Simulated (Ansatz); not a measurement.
AlCuGeSe$_{4}$:
```xyz
7
Lattice="-2.7631 2.7631 5.3651 2.7631 -2.7631 5.3651 2.7631 2.7631 -5.3651" Properties=species:S:1:pos:R:3 pbc="T T T"
Al     0.0000     2.7631     2.6826
Cu     0.0000     0.0000     0.0000
Ge     0.0000     0.0000     5.3651
Se     1.3353     1.4597    -1.4077
Se    -1.3034     1.4278     6.7728
Se     1.4278     1.3034     3.9574
Se     4.0666     1.3353     1.4077
```

Relaxed with r²SCAN. Special points in fractions of this cell's reciprocal vectors: Γ (0.000, 0.000, 0.000); X (0.000, 0.000, 0.500); P (0.250, 0.250, 0.250); N (0.000, 0.500, 0.000); M (0.500, 0.500, -0.500); S (0.316, 0.684, -0.316); S0 (-0.316, 0.316, 0.316); R (-0.133, 0.133, 0.500); G (0.500, 0.500, -0.133).

Question: List the band energies nearest the valence-band maximum at these points for r²SCAN with spin–orbit coupling (plane waves, PAW; program Ansatz).

Answer: In eV from the valence-band maximum; about four levels below and three above (degenerate sets whole), none deeper than 8.9 eV; points with the same levels are listed once.

```tsv
k	below	above
Γ	-0.06 -0.06 0.00 0.00	1.32 1.32 2.42 2.42
X	-0.41 -0.41 -0.23 -0.23	1.28 1.28 3.15 3.15
P	-0.41 -0.39 -0.38 -0.37	1.68 1.71 3.42
N	-0.69 -0.69 -0.39 -0.39	2.14 2.14 3.59 3.59
M	-0.50 -0.50 -0.48 -0.48	1.32 1.32 2.41 2.41
S	-0.48 -0.46 -0.28 -0.26	1.81 1.85 2.99
R	-0.42 -0.41 -0.35 -0.33	1.48 1.50 3.35
```

Space group I-4. The first step of the workflow began from a Materials Project structure, measured or hypothetical; the Crystallography Open Database copy checked does not list it. Whether it is the stable phase at ambient conditions was not checked. The r²SCAN relaxation kept the symmetry of its start; its stability against distortions is not shown here. No spin polarisation was allowed.

Potentials: the later of the program's two PAW sets.
